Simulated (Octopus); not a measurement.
Cu (Fm-3m, No. 225): Octopus summary

Cu (Fm-3m, No. 225):
```
Cu
1.0
    0.00000     1.78872     1.78872
    1.78872     0.00000     1.78872
    1.78872     1.78872     0.00000
Cu
1
Cartesian
  0.00000   0.00000   0.00000
```
The cell is a database entry, not relaxed again.

All numbers are Octopus results at the level LDA (grid spacing about 0.15 Å, Γ-centred 14×14×14 k-mesh, Fermi-Dirac smearing of 0.1 eV, no spin polarisation; PseudoDojo 0.4 LDA potentials), not measurements.

**Question.** What band gap does LDA give on the standard high-symmetry path?

**Answer.** none: the cell holds an odd number of electrons, so a band is partly filled.
